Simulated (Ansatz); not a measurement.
Data:

Ni₃C:
```cif
data_C6Ni18
_chemical_formula_sum 'Ni18 C6'
_space_group_name_H-M_alt 'R-3c :H'
_space_group_IT_number 167
_space_group_name_Hall '-R 3 2"c'
_cell_length_a 4.53025
_cell_length_b 4.53025
_cell_length_c 12.80198
_cell_angle_alpha 90.000
_cell_angle_beta 90.000
_cell_angle_gamma 120.000
loop_
_atom_site_label
_atom_site_type_symbol
_atom_site_symmetry_multiplicity
_atom_site_Wyckoff_symbol
_atom_site_fract_x
_atom_site_fract_y
_atom_site_fract_z
_atom_site_occupancy
Ni1 Ni 18 e 0.32692 0.32692 0.25000 1
C1 C 6 b 0.00000 0.00000 0.00000 1
```
(The calculation used a cell of 8 atoms; values per cell refer to that cell.)

This is the PBEsol-relaxed structure.

### Question
All from the program Ansatz at the PBEsol level (PAW), unless another level is named. Estimate the electronic character.

### Answer
metallic (no gap).

### Question
And the formation energy from the elements (no fitted shifts)?

### Answer
0.015 eV/atom.

### Question
Predict the density of states at the Fermi level.

### Answer
0.72 states/eV per atom (mean over ±0.08 eV).

The first step of the workflow began from a Materials Project structure, measured or hypothetical; the Crystallography Open Database files this formula in space group No. 167, but the cells were not matched. Whether it is the stable phase at ambient conditions was not checked. The PBEsol relaxation kept the symmetry of its start; whether a distortion lowers the energy is not shown. The run is not spin-polarised. The references are the lowest solids computed at this level, not always the standard phases.

Potentials: the later of the program's two PAW sets.
